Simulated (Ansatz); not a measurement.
**Stiffness of SrMg from strained cells**

```yaml
crystal:
  lattice:
    - [3.90000, 0.00000, 0.00000]
    - [0.00000, 3.90000, 0.00000]
    - [0.00000, 0.00000, 3.90000]
  atoms:
    - { symbol: Sr, position: [0.50000, 0.50000, 0.50000] }
    - { symbol: Mg, position: [0.00000, 0.00000, 0.00000] }
```

Atoms are numbered in the order listed.

The conventional cell has a = 3.900 Å, b = 3.900 Å, c = 3.900 Å, α = 90.00°, β = 90.00°, γ = 90.00°. Sr (atom 1) has 8 Mg at 3.38 Å as nearest neighbours. Around Mg (atom 2) lie 8 Sr at 3.38 Å.

The cell is COD entry 9008822, as deposited and not checked against the literature; nothing was relaxed.

Method: Ansatz 0.2.0, DFT, LDA, all-electron LAPW, scalar-relativistic.

The runs use a Γ-centred 9×9×9 k mesh, Fermi–Dirac smearing of 0.05 eV, basis error target 0.5 meV/atom, no spin polarisation.

The unstrained cell is at 3.43 GPa. Large strains and very small stresses are left out. Each strain is applied once, with fractional coordinates held (clamped ions), and σ below is the change of stress, positive in tension. One finite strain gives stress–strain coefficients at this pressure with an error of the order of the strain times third-order constants, a few per cent for each per cent of strain. In a metal the k mesh adds noise of tens of per cent to soft shears.

(1) With equal xy, yz and zx engineering shear strains of -1 %, the run gives σxy = -0.31 GPa and γxy = 2εxy = -0.0100. Which stiffness follows?

(2) Estimate the stiffness probed by this change, and the stress that it gives: equal xy, yz and zx engineering shear strains of +1 %.

Answers

(1) C44 (clamped ions) = σxy/γxy = 31 GPa.

(2) σxy = 0.30 GPa and γxy = 2εxy = 0.0100, so C44 (clamped ions) = σxy/γxy = 30 GPa.
